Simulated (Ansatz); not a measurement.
AlPt:
```cif
data_AlPt
_chemical_formula_sum 'Pt1 Al1'
_space_group_name_H-M_alt 'P 1'
_space_group_IT_number 1
_cell_length_a 3.59305
_cell_length_b 3.59305
_cell_length_c 3.59305
_cell_angle_alpha 60.000
_cell_angle_beta 60.000
_cell_angle_gamma 60.000
loop_
_space_group_symop_operation_xyz
  'x, y, z'
loop_
_atom_site_label
_atom_site_type_symbol
_atom_site_fract_x
_atom_site_fract_y
_atom_site_fract_z
_atom_site_occupancy
Pt1 Pt 0.00000 0.00000 0.00000 1
Al1 Al 0.50000 0.50000 0.50000 1
```

Relaxed with PBEsol.

Question: Decompose the optical modes at the zone centre into irreducible representations, and say which are infrared and Raman allowed.

Answer: Point group m-3m: Γ_opt = T1u. Infrared: T1u. Raman: none.

Question: Assign frequencies (DFPT, PBEsol (plane waves, PAW; program Ansatz)).

Answer: T1u 223 cm⁻¹.

Space group Fm-3m (rock salt). The start of the workflow was typed in or built on a structure type; neither database checked (COD, Materials Project) lists it. Whether it is the stable phase at ambient conditions was not checked. The PBEsol relaxation kept the symmetry of its start; its stability against distortions is not shown here. The run is not spin-polarised. As this level gives no gap, phonon frequencies hold no LO–TO term and depend on the k-mesh and smearing (Fermi–Dirac, 0.1 eV here). Spin–orbit coupling is left out wherever it is not named.

Potentials: the later of the program's two PAW sets.
